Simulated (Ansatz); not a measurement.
Given:

SiO2:
Space group P3₁21 (No. 152); a = 4.9206 Å, b = 4.9206 Å, c = 5.4166 Å, α = 90.00°, β = 90.00°, γ = 120.00°

```
atom  site  symmetry       x       y       z
----  ----  --------  ------  ------  ------
Si      3a       .2.  0.5311  0.5311  0.0000
O       6c         1  0.4131  0.2691  0.2155
```

This is the r²SCAN-relaxed structure.

Question: All from DFT-r²SCAN in the program Ansatz with PAW potentials, unless another level is named. Predict the electronic dielectric constant ε∞ (DFPT).

Answer: 2.37 (xx = yy), 2.40 (zz).

Question: Give the static dielectric constant ε0 (ions relaxed, cell fixed).

Answer: 4.41 (xx = yy), 4.61 (zz).

Question: Give the Born charges (a third of the trace).

Answer: Si +3.38, O -1.69 e.

Space group P3_121. The r²SCAN relaxation kept the symmetry of its start.

Potentials: the earlier of the program's two PAW sets. The files were generated under PBE; for other functionals the program regenerates the frozen cores, and for LDA and PBEsol the local potential too.
